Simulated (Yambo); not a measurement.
Material: Rh₂O₃ (corundum, space group R-3c, No. 167); a = 5.4997 Å, b = 5.4997 Å, c = 5.4997 Å, α = 55.76°, β = 55.76°, γ = 55.76° (10 atoms in the cell). The geometry is that of Materials Project entry mp-542734, symmetrised and not relaxed again.

With LDA (pw.x of Quantum ESPRESSO, ONCV potentials, without SOC), the gap between the mesh's edge points (Γ → F) is 0.529 eV.

Question: By how much does one-shot G0W0 (Yambo; 2×2×2 Γ-centred k mesh, bands 17 to 185 and a 7 Ry block in the screening, 185 bands in G with the Bruneval-Gonze terminator, plasmon pole fitted at 27.2 eV) open this gap, and what gap results?

Answer: The correction is 0.514 eV, giving 1.043 eV, 2.0 times the LDA value.  Nearest settings tried, and what they do to the gap: 151 bands in W, 151 bands in G: +3 meV; 6 Ry block (181 vectors against 223): -13 meV; 4×4×4 mesh: -49 meV. So the settings aren't converged at that level. The k mesh is coarse. Spin-orbit splittings are left out.
